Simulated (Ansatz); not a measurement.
**One input, then a changed one: InAg**

First run: DFT, PBEsol, all-electron LAPW, scalar-relativistic (Ansatz 0.2.0).

Command: `ansatz run input.yaml --threads 1 --pin off --max-ram 2048MiB --backend cpu --events-out ev --progress --plain --runs-dir out` It took 26 s on 1 thread of Intel(R) Xeon(R) Platinum 8488C (Sapphire Rapids), on a shared host, peak memory 0.52 GiB.

```yaml
crystal:
  lattice:
    - [3.4244219107, 0.0, 0.0]
    - [0.0, 3.4244219107, 0.0]
    - [0.0, 0.0, 3.4244219107]
  atoms:
    - { symbol: In, position: [0.5, 0.5, 0.5] }
    - { symbol: Ag, position: [0.0, 0.0, 0.0] }
kpoints:
  mp_grid: { grid: [12, 12, 12] }
  band_path:
    path:
      - [0.0, 0.0, 0.0]
      - [0.0, 0.5, 0.0]
      - [0.5, 0.5, 0.0]
      - [0.0, 0.0, 0.0]
      - [0.5, 0.5, 0.5]
      - [0.0, 0.5, 0.0]
      - [0.5, 0.5, 0.5]
      - [0.5, 0.5, 0.0]
    npoints: 14
scf:
  occupations: { method: fermi_dirac, width: 0.05 }
hamiltonian:
  xc: pbesol
  pseudopotentials: { kind: all_electron, lapw: { basis_error: 0.0005 } }
output:
  forces: true
  stress: true
  eigenvalues: true
  populations: true
```

The cell comes from a relaxation on PAW files under the same functional, begun from a database entry that needn't be the ground state.

It converges in 9 SCF iterations at a pressure of 0.01 GPa.

The input is then changed:

```diff
 scf:
-  occupations: { method: fermi_dirac, width: 0.05 }
+  occupations: { method: gaussian, width: 0.3 }
 hamiltonian:
```

Task: Predict the outcome of the changed run.

Result: It converges in 9 SCF iterations at a pressure of -0.03 GPa, free energy -6.4 meV/atom against the first run's. Some of the changed settings are coarser than converged work would use. Results part of its log:
```
SCF 1 converged in 9 iterations: F = -304561.521397 eV  dr2 = 3.29e-8
NSCF: frozen V_eff on 99 k-points
SCF converged after 9 iterations
Free energy (F): -304561.521397 eV
Harris-Foulkes:  -304561.521397 eV  (|F-HF|=6.38e-8)
Internal energy: -304561.490222 eV  (E = F + TS)
E sigma→0 (E₀):  -304561.505810 eV
Entropy (-TS):   -0.031175 eV (-15.588 meV/atom)
Fermi energy:    17.257806 eV
--- Per-component energies (eV) ---
  E_band       = -721.574713
  E_kinetic    = 319061.944953
  E_xc         = -8277.346972
  E_electrostatic = -615346.088203  (all electrons and nuclei)
  E_smearing   = -0.031175  (= −TS)
  E_closure    = 0.000000  (closes the sum)
  E_atoms      = -304555.304959  (free atoms, spherical and without spin; not in F)
  Σ components = -304561.521397   (vs F -304561.521397, Δ=0.00e0)
  Basis errors (estimates in eV, not in F): energy 1.3e-4 per atom: plane waves 1.2e-4 (6.0e-5 summed), levels above the bands 5.1e-37, relativity 6.4e-9, radial functions 1.3e-5, core shells 2.3e-7; eigenvalues (radial functions only) 8.1e-7; not estimated: angular momenta, meshes, grids; target (lapw.basis_error) 5.0e-4; muffin-tin radii Ag 1.484 Å, In 1.482 Å
--- Forces (eV/Å), atoms counted from 1 ---
  atom   1  In    -0.00000000     0.00000000    -0.00000000
  atom   2  Ag    -0.00000000     0.00000000    -0.00000000
  max |Σ_I F_I| component: 6.31e-30 eV/Å
--- Stress (GPa, compression-positive) ---
       -0.025639       0.000000       0.000000
        0.000000      -0.025639       0.000000
        0.000000       0.000000      -0.025639
  P = ⅓ Tr σ = -0.0256 GPa (-0.256 kbar)
--- Band table (eV; the first three rows and the last of 84) ---
  k-point 0: bands = ["-98.2194", "-75.3419", "-56.7396", "-56.7396", "-56.7396", "-38.8393", "-38.8393", "-38.8393", "2.3718", "2.3718", "2.6513", "2.6513", "2.6513", "7.4114", "11.6489", "11.6489", "12.5306", "12.5306", "12.5306", "20.3653", "20.3653", "20.3653", "23.6634", "25.6924"]
  k-point 1: bands = ["-98.2194", "-75.3418", "-56.7398", "-56.7396", "-56.7396", "-38.8400", "-38.8393", "-38.8393", "2.3743", "2.3887", "2.6460", "2.6460", "2.6528", "7.5096", "11.6500", "11.6716", "12.4908", "12.4908", "12.5281", "19.4864", "20.5280", "20.5280", "24.0897", "25.7095"]
  k-point 2: bands = ["-98.2194", "-75.3418", "-56.7403", "-56.7396", "-56.7396", "-38.8419", "-38.8392", "-38.8392", "2.3812", "2.4347", "2.6316", "2.6316", "2.6568", "7.8034", "11.6530", "11.7277", "12.3861", "12.3861", "12.5214", "17.8897", "21.0000", "21.0000", "24.4627", "25.7606"]
  k-point 83: bands = ["-98.2192", "-75.3407", "-56.7419", "-56.7419", "-56.7419", "-38.8480", "-38.8480", "-38.8480", "2.4537", "2.4537", "2.4537", "2.8073", "2.8073", "11.1687", "11.1687", "11.1687", "12.9030", "12.9030", "16.1075", "19.5668", "19.5668", "19.5668", "19.7443", "19.7443"]
--- Löwdin populations: 2 sites ---
  site symbol       q [e]
     0     In     49.6052
     1     Ag     46.3227
  spilling = 0.000751 (of n_electrons = 96.000000)
```
